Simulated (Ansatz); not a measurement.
Computed properties of GaSb

GaSb:
```
GaSb
1.0
    3.57785     0.00000     0.00000
    0.00000     3.57785     0.00000
    0.00000     0.00000     3.57785
Ga Sb
1 1
Direct
  0.00000   0.00000   0.00000
  0.50000   0.50000   0.50000
```

Space group Pm-3m (No. 221), CsCl type; conventional cell a = b = c = 3.5779 Å, α = β = γ = 90.00°.

Method: the program Ansatz at the r²SCAN level (PAW). Structure relaxed to zero pressure with the same functional. Other levels are named where they apply.

**Cell and energy**

| Property | Value |
|---|---|
| Volume per atom | 22.90 Å³ |
| Density | 6.94 g/cm³ |
| Formation energy from the elements (no fitted shifts) | 0.27 eV/atom |

**Electronic structure**

| Property | Value |
|---|---|
| Electronic character | metallic (no gap) |
| Density of states at the Fermi level | 0.51 states/eV per atom (mean over ±0.08 eV) |
| Gap with spin–orbit coupling | none (metallic) |

**Mechanics**

| Property | Value |
|---|---|
| Elastic constants (relaxed ions, GPa) | C11 = 48.0, C12 = 58.5, C44 = 16.4 |
| Mechanical stability | unstable (C has a negative eigenvalue) |

**Charges**

| Quantity | Result |
|---|---|
| Bader charges | Ga +0.18, Sb -0.18 e |

The cell is a constructed one: a structure type filled with these elements; neither database checked (COD, Materials Project) lists it. It is not the phase usual at ambient conditions (space group No. 216). The cell was relaxed with r²SCAN under the symmetry of its start. As this level gives no gap, shear constants depend on the k-mesh and smearing (Fermi–Dirac, 0.1 eV here). The references are the lowest solids computed at this level, not always the standard phases. Scalar-relativistic: spin–orbit coupling is off unless named, which matters more the heavier the elements.

Potentials: the later of the program's two PAW sets.
